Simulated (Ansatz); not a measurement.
SrZrO3 in space group R3c (No. 161; Sr on 6a, Zr on 6a, O on 18b), PBEsol in the plane-wave PAW code Ansatz. The conduction-band minimum lies at Γ, with 1 equivalent valley. Second derivatives d²E/dk² of the lowest band at one valley (eV·Å²), along Cartesian directions:

| direction | d²E/dk² |
|---|---|
| [100] | 8.888 |
| [010] | 8.888 |
| [001] | 10.78 |
| [110] | 8.888 |
| [101] | 9.798 |
| [011] | 9.776 |

Q: Find the principal effective masses, the density-of-states mass and the conductivity mass.

A: Off-diagonal terms follow from H_xy = H[110] − (H_xx + H_yy)/2, and m*/mₑ = 7.620 eV·Å² over each eigenvalue: 0.71, 0.86, 0.86. One valley's DOS mass (m₁m₂m₃)^(1/3) = 0.80, conductivity mass 3/(Σ 1/mᵢ) = 0.80 mₑ.

Q: What effective density of states Nc follows at 300 K for parabolic valleys?

A: Nc = 2.509e19 × 1 × (0.80)^(3/2) ≈ 1.8e19 cm⁻³.

Q: With the computed static dielectric constant 77.8 (mean of the diagonal), estimate a hydrogenic donor's binding energy and radius.

A: E = 13.606 eV × 0.80/77.8² ≈ 1.8 meV; a = 0.529 Å × ε/m* ≈ 51 Å. Semilocal masses tend to be too small when the gap is underestimated.

The start of the workflow was typed in or built on a structure type; neither database checked (COD, Materials Project) lists it. COD files the formula under space group No. 62, 63, 221. Its standing as an ambient phase is unchecked. Symmetry was held in the PBEsol relaxation; its stability against distortions is not shown here. No spin polarisation was allowed. Scalar-relativistic: spin–orbit coupling is off unless named, which matters more the heavier the elements.

Potentials: the earlier of the program's two PAW sets. The files were generated under PBE; for other functionals the program regenerates the frozen cores, and for LDA and PBEsol the local potential too.
